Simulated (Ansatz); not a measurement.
SiO₂:
```xyz
6
Lattice="4.1848 0.0000 0.0000 0.0000 4.1848 0.0000 0.0000 0.0000 2.6684" Properties=species:S:1:pos:R:3 pbc="T T T"
Si     2.0924     2.0924     1.3342
Si     0.0000     0.0000     0.0000
O      2.9038     2.9038     0.0000
O      1.2810     1.2810     0.0000
O      3.3733     0.8114     1.3342
O      0.8114     3.3733     1.3342
```

Relaxed with r²SCAN.

Task: Decompose the optical modes at the zone centre into irreducible representations, and say which are infrared and Raman allowed.

Result: Point group 4/mmm: Γ_opt = A1g + A2g + A2u + B1g + 2B1u + B2g + Eg + 3Eu. Infrared: A2u, Eu. Raman: A1g, B1g, B2g, Eg.

Task: Assign frequencies (DFPT, r²SCAN in the plane-wave PAW code Ansatz; without the LO–TO term).

Result: B1g 232, B1u 390, Eu 465, Eu 576, Eg 586, A2g 611, A2u 655, A1g 754, B1u 757, Eu 830, B2g 958 cm⁻¹.

Subscripts of B labels follow the axes of the standard setting.

Space group P4_2/mnm (rutile). This is a known high-pressure phase of the composition, computed here at zero pressure and temperature. The cell was relaxed with r²SCAN under the symmetry of its start; phonons on a q-mesh show no instability.

Potentials: the earlier of the program's two PAW sets.
